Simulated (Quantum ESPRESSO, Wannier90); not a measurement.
Wannierisation of BaAlSiH (P3m1)

```xyz
4
Lattice="4.3342 0.0000 0.0000 -2.1671 3.7536 0.0000 0.0000 0.0000 5.2626" Properties=species:S:1:pos:R:3 pbc="T T T"
Ba     0.0000     0.0000     0.0023
Al    -2.1671     1.2512     2.4484
Si     2.1671    -1.2512    -2.4086
H     -2.1671     1.2512     0.7100
```

Structure: Materials Project mp-571093, symmetrised, not relaxed again. Not found in the COD (Crystallography Open Database) copy used; not checked further. Computed values, not measurements, from PBEsol: Quantum ESPRESSO (norm-conserving PseudoDojo potentials, cutoff 58 Ry, no spin polarisation, no spin-orbit coupling) on a Γ-centred 12×12×6 mesh, then Wannier90. Density: 12×12×6 mesh, Gaussian smearing 0.01 Ry. Spin-orbit coupling is left out although heavy elements are present.

Bands 7-9 form an isolated set from -3.17 to 0.00 eV relative to the valence-band maximum (on the path) and are turned into 3 Wannier functions by minimising the spread from the start: atomic waves Si 3p.

Centres (Cartesian, Å; one of the equivalent choices) and spreads:

```json
[
 {"n": "1", "x": "2.167", "y": "-1.293", "z": "-2.542", "spread (Å²)": "6.875", "nearest atom": "Si3"},
 {"n": "2", "x": "2.167", "y": "-1.734", "z": "-2.770", "spread (Å²)": "7.025", "nearest atom": "Si3"},
 {"n": "3", "x": "2.167", "y": "-0.719", "z": "-2.762", "spread (Å²)": "6.963", "nearest atom": "Si3"}
]
```

Ω_I = 19.63 Å², Ω_total = 20.86 Å²; the interpolated bands follow pw.x to 1.5 meV rms on the path. Only this start was tried; a symmetric start can stop on a saddle, and mixtures of these functions could lower the total by at most Ω_total − Ω_I.
